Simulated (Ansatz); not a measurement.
## Mg, first-principles data

Mg:
```
CELL_PARAMETERS angstrom
      3.07232     0.00000     0.00000
     -1.53616     2.66071     0.00000
      0.00000     0.00000     3.05664
ATOMIC_POSITIONS crystal
  Mg 0.00000 0.00000 0.00000
```

Space group P6/mmm (No. 191), simple hexagonal; conventional cell a = 3.072 Å, b = 3.072 Å, c = 3.057 Å, α = 90.00°, β = 90.00°, γ = 120.00°.

Method: the program Ansatz at the PBEsol level (PAW). Structure relaxed to zero pressure with the same functional. Other levels are named where they apply.

### Cell and energy

* **Volume per atom**: 24.99 Å³
* **Density**: 1.62 g/cm³

### Electronic structure

- Electronic character: metallic (no gap)
- Density of states at the Fermi level: 0.46 states/eV per atom (mean over ±0.08 eV)

### Mechanics

- Bulk modulus (Birch–Murnaghan fit): 28.0 GPa
- Pressure derivative B′: 4.0
- Elastic constants (relaxed ions, GPa): C11 = 68.9, C12 = 24.4, C13 = 3.9, C33 = 58.4, C44 = -13.7
- Mechanical stability: unstable (C has a negative eigenvalue)

### Phonons

* **Dynamical stability on the path**: unstable, down to 129i cm⁻¹

The first step of the workflow began from a Materials Project structure, measured or hypothetical; the Crystallography Open Database copy checked does not list it. It is not the phase usual at ambient conditions (space group No. 194). The cell was relaxed with PBEsol under the symmetry of its start. As this level gives no gap, shear constants depend on the k-mesh and smearing (Fermi–Dirac, 0.1 eV here). As this level gives no gap, phonon frequencies hold no LO–TO term and depend on the k-mesh and smearing (Fermi–Dirac, 0.1 eV here). Axis ratios of metals converge slowly with the k-mesh, so a and c are less sure than the volume.

Potentials: the earlier of the program's two PAW sets. The files were generated under PBE; for other functionals the program regenerates the frozen cores, and for LDA and PBEsol the local potential too.
